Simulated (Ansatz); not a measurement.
La2WN4 in space group I4/mmm (No. 139; La on 4e, W on 2a, N on 4e, N on 4c), plane-wave PAW PBE (Ansatz code), all energies at zero smearing, with the estimated change up to a 700 eV cutoff added, with one set of potentials and settings (totals compare only within such a set). Cell of 7 atoms (2 La, 1 W, 4 N): -24428.849 eV.

```json
[
 {"element": "La", "reference phase": "P6_3/mmc, 4 atoms in the cell", "E (eV/atom)": "-6250.0953"},
 {"element": "W", "reference phase": "Im-3m, 1 atoms in the cell", "E (eV/atom)": "-10384.8193"},
 {"element": "N", "reference phase": "Pa-3, 8 atoms in the cell", "E (eV/atom)": "-384.0325"}
]
```

Formation energy per atom, worked out: (-24428.849 − 2×(-6250.0953) − 1×(-10384.8193) − 4×(-384.0325))/7 = -1.101 eV/atom (-106 kJ per mol of atoms), at 0 K, without zero-point energy or fitted corrections.

The start of the workflow was typed in or built on a structure type; neither database checked (COD, Materials Project) lists it. Whether it is the stable phase at ambient conditions was not checked. The cell was relaxed with PBE under the symmetry of its start; its stability against distortions is not shown here. The workflow began spin-polarised and lost its moments. The cell computed holds one magnetic atom, so no antiferromagnetic order was within reach. The references are the lowest solids computed at this level, not always the standard phases (solids in place of the gases). Spin–orbit coupling is left out wherever it is not named.

Potentials: the later of the program's two PAW sets.
